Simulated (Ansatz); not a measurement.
MgH$_{2}$:
```
MgH2
1.0
    4.47651     0.00000     0.00000
    0.00000     4.47651     0.00000
    0.00000     0.00000     3.00771
Mg H
2 4
Direct
  0.50000   0.50000   0.50000
  0.00000   0.00000   0.00000
  0.69549   0.69549   0.00000
  0.30451   0.30451   0.00000
  0.80451   0.19549   0.50000
  0.19549   0.80451   0.50000
```

Tensor components refer to the Cartesian frame of this cell.

Problem. Give the high-frequency dielectric tensor and the Born effective charge tensors of the independent atoms from DFPT, PBEsol in the plane-wave PAW code Ansatz.

Solution. 
ε∞:
```
4.16  0.00  0.00
0.00  4.16  0.00
0.00  0.00  4.21
```
Z* of atom 1 (Mg), rows: field, columns: displacement, in e:
```
 1.85  -0.12   0.00
-0.12   1.85   0.00
 0.00   0.00   1.95
```
Z* of atom 3 (H), rows: field, columns: displacement, in e:
```
-0.93  -0.22   0.00
-0.22  -0.93   0.00
 0.00   0.00  -0.97
```

Space group P4_2/mnm (rutile). The PBEsol relaxation kept the symmetry of its start; phonons on a q-mesh show no instability.

Potentials: the later of the program's two PAW sets.
